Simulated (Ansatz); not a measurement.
What does Ansatz print for the nuclei with this input?

The cell is an entry of the Crystallography Open Database (COD) whose atoms were relaxed with PBE, the cell held.

```yaml
crystal:
  lattice:
    - [6.3978358814, 3.6937922684, 6.0991798393]
    - [-6.3978358814, 3.6937922684, 6.0991798393]
    - [0.0, -7.3875845367, 6.0991798393]
  atoms:
    - { symbol: Cs, position: [0.4124423637, 0.0875576363, 0.75] }
    - { symbol: Cs, position: [0.75, 0.4124423637, 0.0875576363] }
    - { symbol: Cs, position: [0.0875576363, 0.75, 0.4124423637] }
    - { symbol: Cs, position: [0.5875576363, 0.9124423637, 0.25] }
    - { symbol: Cs, position: [0.9124423637, 0.25, 0.5875576363] }
    - { symbol: Cs, position: [0.25, 0.5875576363, 0.9124423637] }
    - { symbol: Tl, position: [0.8524952331, 0.8524952331, 0.8524952331] }
    - { symbol: Tl, position: [0.6475047669, 0.6475047669, 0.6475047669] }
    - { symbol: Tl, position: [0.1475047669, 0.1475047669, 0.1475047669] }
    - { symbol: Tl, position: [0.3524952331, 0.3524952331, 0.3524952331] }
    - { symbol: Cl, position: [0.9080037439, 0.5919962561, 0.75] }
    - { symbol: Cl, position: [0.75, 0.9080037439, 0.5919962561] }
    - { symbol: Cl, position: [0.5919962561, 0.75, 0.9080037439] }
    - { symbol: Cl, position: [0.0919962561, 0.4080037439, 0.25] }
    - { symbol: Cl, position: [0.4080037439, 0.25, 0.0919962561] }
    - { symbol: Cl, position: [0.25, 0.0919962561, 0.4080037439] }
    - { symbol: Cl, position: [0.0874720214, 0.9184396649, 0.7331350904] }
    - { symbol: Cl, position: [0.7331350904, 0.0874720214, 0.9184396649] }
    - { symbol: Cl, position: [0.9184396649, 0.7331350904, 0.0874720214] }
    - { symbol: Cl, position: [0.5815603351, 0.4125279786, 0.7668649096] }
    - { symbol: Cl, position: [0.4125279786, 0.7668649096, 0.5815603351] }
    - { symbol: Cl, position: [0.7668649096, 0.5815603351, 0.4125279786] }
    - { symbol: Cl, position: [0.9125279786, 0.0815603351, 0.2668649096] }
    - { symbol: Cl, position: [0.0815603351, 0.2668649096, 0.9125279786] }
    - { symbol: Cl, position: [0.2668649096, 0.9125279786, 0.0815603351] }
    - { symbol: Cl, position: [0.4184396649, 0.5874720214, 0.2331350904] }
    - { symbol: Cl, position: [0.5874720214, 0.2331350904, 0.4184396649] }
    - { symbol: Cl, position: [0.2331350904, 0.4184396649, 0.5874720214] }
kpoints:
  mp_grid: { grid: [3, 3, 3] }
scf:
  occupations: { method: fermi_dirac, width: 0.02 }
hamiltonian:
  xc: r2scan
  pseudopotentials: { kind: paw }
output:
  forces: true
  stress: true
  populations: true
  efg:
    quadrupole_moments_barn: { Cs: -0.00343, Cl: -0.08112 }
    contact_densities: true
```

```sh
ansatz run input.yaml --threads 2 --pin off --max-ram 5120MiB --backend cpu --events-out ev --progress --plain --runs-dir out
```

Of the output, the block on the nuclei alone is shown; the set-up, the SCF iterations, energies, forces and stress are cut. One atom of each set with nearly equal values is shown.

```
--- PAW observables at the nuclei: V_zz in 10²¹ V/m², potentials from the cell's mean, atoms counted from 1 ---
  atom   1  Cs V_zz =    +1.166844   η = 0.4936   by run symmetry: allowed   C_q = -0.0968 MHz
            electrostatic potential = -9372.721309 V   contact ρ = 1899488.331499 e/Å³
  atom   7  Tl V_zz =   +11.564920   η = 0.0000   by run symmetry: allowed
            electrostatic potential = -17127.141727 V   contact ρ = 15276254.017200 e/Å³
  atom  11  Cl V_zz =    -9.686794   η = 0.1814   by run symmetry: allowed   C_q = +19.0004 MHz
            electrostatic potential = -1774.447333 V   contact ρ = 24062.502188 e/Å³
  atom  17  Cl V_zz =   +17.858669   η = 0.0717   by run symmetry: allowed   C_q = -35.0293 MHz
            electrostatic potential = -1774.642123 V   contact ρ = 24062.262617 e/Å³
```

The run took 1.8 min of wall time (3.5 min of CPU time) and 3.5 GiB at its peak, on 2 threads of Arm Neoverse V1 (aarch64; 28 cores open to the job, memory cap 5.0 GiB, no GPU), a shared host with a load of 0.9 a core.

Spin–orbit coupling is left out, which shifts gradients on Tl by a few per cent, and by more where contributions nearly cancel.
